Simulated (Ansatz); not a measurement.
A (111) slab of relaxed bulk Cu (Fm-3m, 11.31 Å³/atom, gap on the mesh 0.00 eV), 4 planes in a 6×1 cell with the lowest 2 held; added atoms sit on lattice sites of the next plane. A dipole correction is on. The surface energy is the mean of the held and the free face; step energies are per length and the mean of the stripe's two steps, which run along the shortest translation of the plane; step and island energies count from the flat slab and bulk atoms.

Method: Ansatz 0.2.0, DFT PBEsol, scalar-relativistic, plane waves, PAW.

Cutoff 420 eV, Gaussian smearing of 0.10 eV, energies at zero smearing, symmetry of each start kept, no spin polarisation.

```tsv
start	atoms	k mesh	surface energy (J/m²)	step energy (meV/Å)
flat slab	24	3×15×1	1.66	-
stripe of 2 atoms	26	3×15×1	-	123
stripe of 3 atoms	27	3×15×1	-	117
```

Zero in every row: gap on the mesh (eV).

Small energy differences in metals hang on the k mesh (about 10 mJ/m² or 1 to 2 meV/atom on the mesh of the relaxation).

Cost: 3 runs of about 100 core-minutes in all, on Intel Xeon Platinum 8488C (Sapphire Rapids) (shared hosts).